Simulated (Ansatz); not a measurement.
PbIBr in space group Pnma (No. 62; Pb on 4c, I on 4c, Br on 4c), r²SCAN+D4 in the plane-wave PAW code Ansatz, all energies at zero smearing, with the estimated change up to a 700 eV cutoff added, with one set of potentials and settings (totals compare only within such a set). Cell of 12 atoms (4 Pb, 4 I, 4 Br): -88979.189 eV.

```
element             reference phase  E (eV/atom)
-------  --------------------------  -----------
Pb       Fm-3m, 1 atoms in the cell  -11920.9940
I         Cmce, 4 atoms in the cell   -7528.1417
Br        Cmce, 4 atoms in the cell   -2792.9529
```

Formation energy per atom, worked out: (-88979.189 − 4×(-11920.9940) − 4×(-7528.1417) − 4×(-2792.9529))/12 = -0.903 eV/atom (-87 kJ per mol of atoms), at 0 K, without zero-point energy or fitted corrections.

The first step of the workflow began from a Materials Project structure, measured or hypothetical; the Crystallography Open Database copy checked does not list it. Its standing as an ambient phase is unchecked. Symmetry was held in the r²SCAN+D4 relaxation; whether a distortion lowers the energy is not shown. The references are the lowest solids computed at this level, not always the standard phases. Scalar-relativistic: spin–orbit coupling is off unless named, which matters more the heavier the elements.

Potentials: the later of the program's two PAW sets.
